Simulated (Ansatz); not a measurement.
**Calculated with Ansatz: Pb₂S, relaxation**

Launch command:

```bash
ansatz run input.yaml --threads 2 --pin off --max-ram 3584MiB --backend cpu --events-out ev --progress --plain --runs-dir out
```

The input file (Ansatz 0.2.0, plane waves):

```yaml
crystal:
  lattice:
    - [7.554453, 0.0, 0.0]
    - [0.0, 4.659497, 0.0]
    - [0.0, 0.0, 8.194195]
  atoms:
    - { symbol: Pb, position: [0.0285, 0.2303, 0.4079] }
    - { symbol: Pb, position: [0.4715, 0.7697, 0.9079] }
    - { symbol: Pb, position: [0.5285, 0.2697, 0.5921] }
    - { symbol: Pb, position: [0.9715, 0.7303, 0.0921] }
    - { symbol: Pb, position: [0.1274, 0.4074, 0.821] }
    - { symbol: Pb, position: [0.3726, 0.5926, 0.321] }
    - { symbol: Pb, position: [0.6274, 0.0926, 0.179] }
    - { symbol: Pb, position: [0.8726, 0.9074, 0.679] }
    - { symbol: S, position: [0.221, 0.157, 0.145] }
    - { symbol: S, position: [0.279, 0.843, 0.645] }
    - { symbol: S, position: [0.721, 0.343, 0.855] }
    - { symbol: S, position: [0.779, 0.657, 0.355] }
  symmetry: { tolerance: 0.0003 }
kpoints:
  mp_grid: { grid: [4, 6, 3], shift: [0, 0, 0] }
magnetization:
  spin_polarized: false
scf:
  occupations: { method: gaussian, width: 0.0315 }
  lower_state_search: "off"
hamiltonian:
  pseudopotentials: { kind: paw }
  xc: lda
basis:
  ecutwfc: 420
  fft_grid_basis: typed
relax:
  max_steps: 40
  cell: { p_target: 0.0 }
  f_tol: 0.03
output:
  forces: true
  stress: true
  eigenvalues: true
  bader: true
  populations: true
  elf: true
  write_potential: true
  volumetric_format: npy
  dos:
    e_range: [-12, 8]
    de: 0.05
    projected: { site_lists: { Pb: [Pb], S: [S] } }
  write_density: true
checkpoint:
  read: saved_state
```

Origin of the cell: a known structure type with other elements, at an estimated volume, so it need not be a known compound.

The saved state is a converged single point of the same cell.

Excerpt of the output:

```
SCF iter   1: F=—  HF=-96295.994742 eV  Δρ=8.50e-4  dr2=1.88e-3
SCF iter   2: F=—  HF=-96295.994424 eV  Δρ=4.77e-4  dr2=7.03e-4
SCF iter   3: F=—  HF=-96295.994241 eV  Δρ=8.11e-5  dr2=3.29e-5
SCF iter   4: F=—  HF=-96295.994349 eV  Δρ=2.24e-5  dr2=2.34e-6
SCF iter   5: F=—  HF=-96295.994349 eV  Δρ=5.41e-6  dr2=1.32e-7
SCF iter   6: F=-96295.994349 eV  HF=-96295.994349 eV  Δρ=1.41e-6  dr2=9.46e-9
relax step   1: F+E_penalty+E_count = -96295.994349 eV  Δ(F+E_penalty+E_count) = +0.000e0 eV  max|allowed force component| = 1.081e0 eV/Å  Δτ_max = 0.0000 Å  P = +8.554 GPa  Ω = 288.435 Å³  ( […]
relax step   2: F+E_penalty+E_count = -96297.491351 eV  Δ(F+E_penalty+E_count) = -1.497e0 eV  max|allowed force component| = 3.609e-1 eV/Å  Δτ_max = 0.1430 Å  P = -0.928 GPa  Ω = 324.947 Å³ […]
relax step   3: F+E_penalty+E_count = -96297.690129 eV  Δ(F+E_penalty+E_count) = -1.988e-1 eV  max|allowed force component| = 3.016e-1 eV/Å  Δτ_max = 0.0810 Å  P = -0.476 GPa  Ω = 318.965 Å³ […]
relax step   4: F+E_penalty+E_count = -96297.906535 eV  Δ(F+E_penalty+E_count) = -2.164e-1 eV  max|allowed force component| = 2.318e-1 eV/Å  Δτ_max = 0.2000 Å  P = -0.211 GPa  Ω = 314.620 Å³ […]
relax step   5: F+E_penalty+E_count = -96298.056448 eV  Δ(F+E_penalty+E_count) = -1.499e-1 eV  max|allowed force component| = 1.249e-1 eV/Å  Δτ_max = 0.1939 Å  P = +0.596 GPa  Ω = 308.970 Å³ […]
relax step   6: F+E_penalty+E_count = -96298.116131 eV  Δ(F+E_penalty+E_count) = -5.968e-2 eV  max|allowed force component| = 5.948e-2 eV/Å  Δτ_max = 0.2000 Å  P = +0.122 GPa  Ω = 311.264 Å³ […]
relax step   7: F+E_penalty+E_count = -96298.130052 eV  Δ(F+E_penalty+E_count) = -1.392e-2 eV  max|allowed force component| = 4.326e-2 eV/Å  Δτ_max = 0.0447 Å  P = +0.103 GPa  Ω = 311.208 Å³ […]
relax step   8: F+E_penalty+E_count = -96298.259859 eV  Δ(F+E_penalty+E_count) = -1.298e-1 eV  max|allowed force component| = 1.378e-1 eV/Å  Δτ_max = 0.1877 Å  P = +0.478 GPa  Ω = 309.995 Å³ […]
relax step   9: F+E_penalty+E_count = -96298.533048 eV  Δ(F+E_penalty+E_count) = -2.732e-1 eV  max|allowed force component| = 1.443e-1 eV/Å  Δτ_max = 0.1639 Å  P = +0.266 GPa  Ω = 311.394 Å³ […]
relax step  10: F+E_penalty+E_count = -96298.652711 eV  Δ(F+E_penalty+E_count) = -1.197e-1 eV  max|allowed force component| = 1.221e-1 eV/Å  Δτ_max = 0.1999 Å  P = +0.323 GPa  Ω = 312.410 Å³ […]
relax step  11: F+E_penalty+E_count = -96298.443031 eV  Δ(F+E_penalty+E_count) = +2.097e-1 eV  max|allowed force component| = 3.177e-1 eV/Å  Δτ_max = 0.1946 Å  P = +1.076 GPa  Ω = 307.390 Å³ […]
relax step  12: F+E_penalty+E_count = -96298.723559 eV  Δ(F+E_penalty+E_count) = -7.085e-2 eV  max|allowed force component| = 1.235e-1 eV/Å  Δτ_max = 0.0935 Å  P = -0.159 GPa  Ω = 313.803 Å³ […]
[… 3 lines left out …]
relax step  16: F+E_penalty+E_count = -96298.884609 eV  Δ(F+E_penalty+E_count) = -1.364e-2 eV  max|allowed force component| = 3.871e-2 eV/Å  Δτ_max = 0.0709 Å  P = +0.341 GPa  Ω = 309.619 Å³ […]
relax step  17: F+E_penalty+E_count = -96298.894451 eV  Δ(F+E_penalty+E_count) = -9.842e-3 eV  max|allowed force component| = 2.286e-2 eV/Å  Δτ_max = 0.0184 Å  P = -0.104 GPa  Ω = 311.053 Å³ […]
relax step  18: F+E_penalty+E_count = -96298.896807 eV  Δ(F+E_penalty+E_count) = -2.356e-3 eV  max|allowed force component| = 1.925e-2 eV/Å  Δτ_max = 0.0261 Å  P = -0.018 GPa  Ω = 310.405 Å³ […]
relax step  19: F+E_penalty+E_count = -96298.898495 eV  Δ(F+E_penalty+E_count) = -1.687e-3 eV  max|allowed force component| = 1.055e-2 eV/Å  Δτ_max = 0.0473 Å  P = -0.000 GPa  Ω = 309.754 Å³ […]
relax step  20: F+E_penalty+E_count = -96298.934157 eV  Δ(F+E_penalty+E_count) = -3.566e-2 eV  max|allowed force component| = 1.102e-2 eV/Å  Δτ_max = 0.0000 Å  P = +0.213 GPa  Ω = 309.754 Å³  stress off target by 5.91e-1 GPa […]
relax step  21: F+E_penalty+E_count = -96298.945134 eV  Δ(F+E_penalty+E_count) = -1.098e-2 eV  max|allowed force component| = 1.245e-2 eV/Å  Δτ_max = 0.0632 Å  P = +0.099 GPa  Ω = 309.839 Å³ […]
relax step  22: F+E_penalty+E_count = -96298.948228 eV  Δ(F+E_penalty+E_count) = -3.093e-3 eV  max|allowed force component| = 9.820e-3 eV/Å  Δτ_max = 0.0453 Å  P = +0.018 GPa  Ω = 309.801 Å³ […]
relax step  23: F+E_penalty+E_count = -96298.950742 eV  Δ(F+E_penalty+E_count) = -2.514e-3 eV  max|allowed force component| = 1.616e-2 eV/Å  Δτ_max = 0.0427 Å  P = +0.023 GPa  Ω = 309.688 Å³ […]
relax step  24: F+E_penalty+E_count = -96298.952622 eV  Δ(F+E_penalty+E_count) = -1.880e-3 eV  max|allowed force component| = 2.181e-2 eV/Å  Δτ_max = 0.0774 Å  P = +0.113 GPa  Ω = 309.193 Å³ […]
relax step  25: F+E_penalty+E_count = -96298.954166 eV  Δ(F+E_penalty+E_count) = -1.544e-3 eV  max|allowed force component| = 4.855e-2 eV/Å  Δτ_max = 0.0319 Å  P = -0.077 GPa  Ω = 310.309 Å³ […]
relax step  26: F+E_penalty+E_count = -96298.955469 eV  Δ(F+E_penalty+E_count) = -1.303e-3 eV  max|allowed force component| = 2.234e-2 eV/Å  Δτ_max = 0.0266 Å  P = +0.017 GPa  Ω = 310.299 Å³ […]
relax step  27: F+E_penalty+E_count = -96298.955629 eV  Δ(F+E_penalty+E_count) = -1.597e-4 eV  max|allowed force component| = 2.234e-2 eV/Å  Δτ_max = 0.0000 Å  P = +0.016 GPa  Ω = 310.299 Å³  stress off target by 3.46e-2 GPa […]
SCF 27 converged in 8 iterations: F = -96298.955629 eV  dr2 = 1.75e-16
basis re-selected at this cell: Δ(F+E_penalty+E_count) = -1.597e-4 eV, ΔP = -0.001 GPa vs the last step (what re-selecting the basis moved, of the pressure what is left beyond the Pulay corre […]
SCF converged after 8 iterations
Free energy (F): -96298.955629 eV
Harris-Foulkes:  -96298.955629 eV  (|F-HF|=0.00e0)
Internal energy: -96298.955122 eV  (E = F + TS)
E sigma→0 (E₀):  -96298.955376 eV
Entropy (-TS):   -0.000506 eV (-0.042 meV/atom)
Fermi energy:    10.163038 eV
--- Per-component energies (eV) ---
  E_band       = -312.355477
  E_kinetic    = 2742.926293
  E_local      = -8738.306795  (includes V_loc(G=0)·N_el)
  E_nonlocal   = 2950.563540
  E_hartree    = 3430.368585
  E_xc         = -2142.491835
  E_vxc        = -1424.266770  (∫ρ·V_xc dr)
  E_paw        = -83089.252234  (= ΣΔE_a)
  E_vpaw       = -2704.009301  (= ΣTr[D̂ρ^β])
  E_aug_tail   = 0.000384  (compensation charges beyond the density's cutoff)
  E_ewald      = -11452.754143
  E_core_change = -0.008919  (= ΣΔE_core)
  E_smearing   = -0.000506  (= −TS)
  Σ components = -96298.955629   (vs F -96298.955629, Δ=0.00e0)
--- Forces (eV/Å), atoms counted from 1 ---
  atom   1  Pb    -0.010383     0.003905     0.007972
  atom   2  Pb     0.010383    -0.003905     0.007972
  atom   3  Pb    -0.010383    -0.003905    -0.007972
  atom   4  Pb     0.010383     0.003905    -0.007972
  atom   5  Pb     0.001679     0.003822     0.002237
  atom   6  Pb    -0.001679    -0.003822     0.002237
  atom   7  Pb     0.001679    -0.003822    -0.002237
  atom   8  Pb    -0.001679     0.003822    -0.002237
  atom   9  S      0.022338     0.010752    -0.011217
  atom  10  S     -0.022338    -0.010752    -0.011217
  atom  11  S      0.022338    -0.010752     0.011217
  atom  12  S     -0.022338     0.010752     0.011217
  max |Σ_I F_I| component: 1.39e-17 eV/Å
--- Stress (GPa, compression-positive) ---
        0.013301       0.000000       0.000000
        0.000000       0.034589       0.000000
        0.000000       0.000000       0.000961
  P = ⅓ Tr σ = 0.0163 GPa (0.163 kbar)
--- Relaxed structure (25 steps of the walk, 24 accepted, 2 SCFs on fresh bases) ---
  F+E_penalty+E_count = -96298.955629 eV   max|allowed force component| = 2.234e-2 eV/Å   (the final SCF, on the basis selected at the relaxed cell)
  cell:  # Å, volume = 310.2994 Å³
    - [7.845812, 0.0, 0.0]
    - [0.0, 5.719758, 0.0]
    - [0.0, 0.0, 6.914573]
  atoms:
    - { symbol: Pb, position: [0.003480, 0.301186, 0.395401] }
    - { symbol: Pb, position: [0.496520, 0.698814, 0.895401] }
    - { symbol: Pb, position: [0.503480, 0.198814, 0.604599] }
    - { symbol: Pb, position: [0.996520, 0.801186, 0.104599] }
    - { symbol: Pb, position: [0.170020, 0.342697, 0.889749] }
    - { symbol: Pb, position: [0.329980, 0.657303, 0.389749] }
    - { symbol: Pb, position: [0.670020, 0.157303, 0.110251] }
    - { symbol: Pb, position: [0.829980, 0.842697, 0.610251] }
    - { symbol: S, position: [0.302203, 0.105543, 0.218371] }
    - { symbol: S, position: [0.197797, 0.894457, 0.718371] }
    - { symbol: S, position: [0.802203, 0.394457, 0.781629] }
    - { symbol: S, position: [0.697797, 0.605543, 0.281629] }
--- Löwdin populations: 12 sites ---
  site symbol       q [e]
     0     Pb     13.8058
     1     Pb     13.8058
     2     Pb     13.8058
     3     Pb     13.8058
     4     Pb     13.7261
     5     Pb     13.7261
     6     Pb     13.7261
     7     Pb     13.7261
     8      S      6.3436
     9      S      6.3436
    10      S      6.3436
    11      S      6.3436
  spilling = 0.003663 (of n_electrons = 136.000000)
--- Bader charges: 12 sites ---
  site symbol  charge [e]  shift [e]
     0     Pb      0.3530     0.0000
     1     Pb      0.3530     0.0000
     2     Pb      0.3530     0.0000
     3     Pb      0.3530     0.0000
     4     Pb      0.5308     0.0000
     5     Pb      0.5308     0.0000
     6     Pb      0.5308     0.0000
     7     Pb      0.5307     0.0000
     8      S     -0.8837     0.0000
     9      S     -0.8837     0.0000
    10      S     -0.8837     0.0000
    11      S     -0.8837     0.0000
  estimated error of the sums over rays = 3.5e-4 e
```

Before:

Space group P2_12_12_1 (No. 19); the run's cell has a = 7.554 Å, b = 4.659 Å, c = 8.194 Å, α = 90.00°, β = 90.00°, γ = 90.00°. Shortest distances: Pb–S 2.62 Å, Pb–Pb 2.93 Å.

After:

Space group P2_12_12_1 (No. 19); the run's cell has a = 7.846 Å, b = 5.720 Å, c = 6.915 Å, α = 90.00°, β = 90.00°, γ = 90.00°. Shortest distances: Pb–S 2.83 Å, Pb–Pb 3.27 Å.

```yaml
Free_energy_lowered_by: 246.8 meV/atom
Volume_change: 7.58 %
Final_pressure: 0.02 GPa
Relaxation_steps_listed: 27
Formation_energy_elements_under_the_same_functional_gases_as_molecules_uncorrected: -0.180 eV/atom
```

Caveats: no spin-orbit coupling, though heavy elements are present; the k mesh is coarse if the cell is a metal; the relaxation held the start's symmetry, so the end may be a saddle point.

It ran for 1000 s of wall time on 2 CPU thread(s) of a shared host, from a saved density.
